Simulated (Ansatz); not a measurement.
CaSe (rock salt), relaxed with HSE06 (Ansatz, a first-principles code, plane waves, PAW): a = b = c = 5.9422 Å, α = β = γ = 90.00°.

```
Property              Result
--------------------  ------
gap (eV)                3.01
B₀ by P(V) fit (GPa)    50.7
```

Task: The same phase is relaxed and computed with r²SCAN in the same code. What are the cell and these values now?

Result: a = b = c = 5.9349 Å, α = β = γ = 90.00°.

* **gap (eV)**: 2.52
* **B₀ by P(V) fit (GPa)**: 52.0

All cells were relaxed under the symmetry of their starts (and spin orders); stability against distortions was not tested throughout. Spin–orbit coupling is left out wherever it is not named.

Potentials: the later of the program's two PAW sets.

Ansatz is a plane-wave DFT program.
